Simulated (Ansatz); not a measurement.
Method: r2SCAN, spin-orbit coupling; PAW, plane waves to 500 eV, 6×6×6 Γ-centred mesh, fermi-dirac occupations (width 0.1 eV) (Ansatz 0.2.0), atoms fixed.

Computed maps in the lattice plane spanned by b (left to right, 5.68 Å, 17 points from zero) and c (bottom to top, 5.68 Å, 17 points from zero), 60° apart, at height 0.250 along a. The fields are smooth PAW ones with compensation charges, not the true ones near nuclei.

Valence density. Digits on a logarithmic scale: 0 up to 0.03 e/Å³, each further digit a factor of 1.6, 9 from 1.3 e/Å³ up:
```
54443211123445566
55665321124565556
55677531124677655
45689753113589755
44568753212468764
33345654211245654
22223443211123443
22322222111111222
34554211112221111
36887531123433111
47999963124555321
36999995224677532
25899997423589753
23699998522468764
32368998532356664
32235676422345554
43322343322344555
```

ELF less spin currents. Ten even steps from '0' (0.01) to '9' (1.00):
```
23673000005752222
23899810028997222
23999981029999822
13899995007999972
22699997001899995
21389997000189997
10016995000017985
00000132000000220
02442000000000000
26888610025775100
27888871039999810
07876886019999980
04885688206999993
00688788401899997
20068888400368986
21004776200123333
12200022001221222
```

Problem. The cell is K$_{2}$NaH$_{6}$Rh. Which atoms lie within 0.2 Å of this plane, and where (fractions of b and c)?

Solution. K at (0.25, 0.25), H at (0.76, 0.24), H at (0.76, 0.76), H at (0.24, 0.76). The whole cell:
```xyz
10
Lattice="0.0000 4.0132 4.0132 4.0132 0.0000 4.0132 4.0132 4.0132 0.0000" Properties=species:S:1:pos:R:3 pbc="T T T"
K     2.0066    2.0066    2.0066
K     6.0198    6.0198    6.0198
H     1.9103    4.0132    4.0132
H     4.0132    1.9103    4.0132
H     6.1161    4.0132    4.0132
H     4.0132    6.1161    4.0132
H     4.0132    4.0132    1.9103
H     4.0132    4.0132    6.1161
Rh    0.0000    0.0000    0.0000
Na    4.0132    4.0132    4.0132
```

The state carries no moments; the state need not be the lowest.

Origin: a known structure type with other elements, at an estimated volume, so it need not be a known compound. Caveats: atoms or cell far from equilibrium.
